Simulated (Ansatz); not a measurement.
Two states of Fe

```xyz
2
Lattice="1.3418 2.3240 0.0000 -1.3418 2.3240 0.0000 0.0000 0.0000 4.2407" Properties=species:S:1:pos:R:3 pbc="T T T"
Fe   -0.0001    1.5494    1.0602
Fe   -0.0001    3.0986    3.1805
```

Single point in Ansatz 0.2.0 with r2SCAN, with U_eff = 5.83 eV on Fe d (all-electron-ortho-atomic projectors). Cutoff 500 eV, PAW datasets, 10×10×6 Γ-centred k mesh, fermi-dirac filling (width 0.0144 eV).

State A: Fe1 up, Fe2 up (collinear spin). State B: Fe1 up, Fe2 down (collinear spin).

Q: Compare the two self-consistent states.

A: State B is lower by 42.4 meV an atom at zero smearing.

| state | free energy (meV/atom) | largest moment in a small sphere (μB) | net moment (μB/cell) | gap on mesh (eV) | pressure (GPa) | largest force (eV/Å) |
| --- | --- | --- | --- | --- | --- | --- |
| A | 42.3 | 2.93 | 6.09 | metal | 20.8 | 0.27 |
| B | 0.0 | 2.81 | 0.00 | metal | 19.0 | 0.40 |

Origin: a known structure type with other elements, at an estimated volume, so it need not be a known compound. Caveats: atoms or cell far from equilibrium; the state breaks the symmetry of the cell.
